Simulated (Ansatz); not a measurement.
**Bi2Te2Pb5S6 — ²⁰⁹Bi NMR of the central transition**

Cell: a COD entry (perhaps calculated rather than measured) whose atoms were relaxed with PBE, the cell held.

Space group P-3m1 (No. 164); a = 4.2428, c = 27.3112 Å, γ = 120.00°.

| site | Wyckoff | site symmetry | x | y | z |
| --- | --- | --- | --- | --- | --- |
| Bi | 2c | 3m. | 0.0000 | 0.0000 | 0.1219 |
| Te | 2d | 3m. | 0.3333 | 0.6667 | 0.9441 |
| Pb5 | 2d | 3m. | 0.3333 | 0.6667 | 0.7513 |
| Pb7 | 2d | 3m. | 0.3333 | 0.6667 | 0.3744 |
| Pb9 | 1b | -3m. | 0.0000 | 0.0000 | 0.5000 |
| S10 | 2d | 3m. | 0.3333 | 0.6667 | 0.1863 |
| S12 | 2c | 3m. | 0.0000 | 0.0000 | 0.3117 |
| S14 | 2d | 3m. | 0.3333 | 0.6667 | 0.5628 |

One atom of each set is listed.

The numbers come from a DFT calculation in Ansatz (PBE, plane waves and PAW, scalar-relativistic, 420 eV cutoff, Γ-centred 8×8×1 k-points, Fermi–Dirac smearing 0.02 eV).

²⁰⁹Bi has I = 9/2 and Q = -516.0 mb (Pyykkö 2018); at 14.1 T its Larmor frequency is ν₀ = 98.2 MHz (from the bare nuclear moment; shielding lowers the observed one by a per cent or two). Only the quadrupole interaction is simulated: positions count from each site's isotropic chemical shift, and J coupling is left out, as are shift anisotropy and dipolar coupling, which fast spinning averages.

Simulated pattern of one Bi site (fast magic-angle spinning, Gaussian broadening 0.06 kHz):

offset (kHz), height and a bar:
```
   -1.689          0 
   -1.623          4 #
   -1.556          6 ##
   -1.489          6 ##
   -1.423          6 ##
   -1.356          6 ##
   -1.289          7 ##
   -1.223          7 ##
   -1.156          7 ##
   -1.089         11 ###
   -1.023         75 ######################
   -0.956         74 ######################
   -0.889         53 ################
   -0.823         47 ##############
   -0.756         44 #############
   -0.689         43 #############
   -0.623         43 #############
   -0.556         44 #############
   -0.490         47 ##############
   -0.423         53 ################
   -0.356         64 ###################
   -0.290        100 ##############################
   -0.223         81 ########################
   -0.156          2 #
```

(1) Which |C_Q| and η does the pattern imply?

## Answers

(1) The pattern spans 1.40 kHz before broadening and its centre of gravity is at -0.653 kHz, which fixes P_Q; the places of the horns and steps fix η. That gives P_Q = 6.79 MHz, |C_Q| = 6.79 MHz and η = 0.00. The sign of C_Q can't be read from the pattern.

An axis of threefold or higher order runs through Bi, so V_zz lies along it and η is zero.

Spin–orbit coupling is left out, which shifts gradients on Bi by a few per cent in wide-gap crystals, and can shift them far more where the calculated gap is small or absent, as here. Newer work puts Q(²⁰⁹Bi) near −420 mb, which would lower these couplings by about a fifth. With a gap of 0.8 eV on this mesh, small gradients can still move by 0.1 × 10²¹ V/m² or more as the k-mesh gets denser.

The relaxation (3 steps) took 2.9 min of wall time (2.9 min of CPU time) and 0.91 GiB at its peak, on 1 thread of Arm Neoverse N1 (aarch64; 36 cores open to the job, memory cap 3.0 GiB, no GPU), a shared host with a load of 0.9 a core.
